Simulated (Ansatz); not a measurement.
## HfB2: stiffness from a series of strains

```yaml
crystal:
  lattice:
    - [3.14000, 0.00000, 0.00000]
    - [-1.57000, 2.71932, 0.00000]
    - [0.00000, 0.00000, 3.48000]
  atoms:
    - { symbol: Hf, position: [0.00000, 0.00000, 0.00000] }
    - { symbol: B, position: [0.33333, 0.66667, 0.50000] }
    - { symbol: B, position: [0.66667, 0.33333, 0.50000] }
```

Atoms are numbered in the order listed.

The geometry is COD entry 1510711, unchecked; take it as a test cell.

No spin–orbit coupling, which matters for the heavy atoms here.

Method: Ansatz 0.2.0, DFT, PBEsol, all-electron LAPW, scalar-relativistic.

Numerical set-up: a Γ-centred 15×15×12 k mesh, Fermi–Dirac smearing of 0.03 eV, basis error target 1 meV/atom, no spin polarisation.

The strain is applied along the Cartesian axes of the cell as listed (γ is the engineering shear, twice εxy = εyz = εzx). Fractional coordinates are held (clamped ions).

σ is the change of stress from the unstrained cell, which is at -4.30 GPa; tension is positive, so slopes are stress–strain coefficients at that pressure. In a metal the k mesh adds noise.

Only quantities that a quadratic follows smoothly over the whole series are listed; rougher ones are left out.

```
      γ  σxy (GPa)  σyz (GPa)
-0.0200      -5.48      -5.37
 0.0000       0.00       0.00
 0.0100       2.65       2.60
 0.0200       5.24       5.12
```

Task: Fit the series and read off the stiffness at zero strain.

Result: Least-squares fits y = p0 + p1 x + p2 x² to the rows give σxy (GPa): p1 = 268, p2 = -300; σyz (GPa): p1 = 262, p2 = -320.

Task: One run, at γ = -0.0100, is withheld. Predict its row.

Result: The fits give -2.71, -2.65; the run gave -2.71, -2.66.
